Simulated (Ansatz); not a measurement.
MgH₂:
```
MgH2
1.0
    4.48503     0.00000     0.00000
    0.00000     4.48503     0.00000
    0.00000     0.00000     2.99605
Mg H
2 4
Direct
  0.00000   0.00000   0.00000
  0.50000   0.50000   0.50000
  0.30467   0.30467   0.00000
  0.19533   0.80467   0.50000
  0.69533   0.69533   0.00000
  0.80467   0.19533   0.50000
```

Relaxed with r²SCAN.

**Question.** Give the Bader charges and basin volumes of the independent atoms, DFT-r²SCAN in the program Ansatz with PAW potentials.

**Answer.** 

```csv
atom,Bader charge (e),Bader volume (Å³)
Mg1,+1.68,5.8
H3,-0.84,12.2
```

Space group P4_2/mnm (rutile). The r²SCAN relaxation kept the symmetry of its start.

Potentials: the later of the program's two PAW sets.
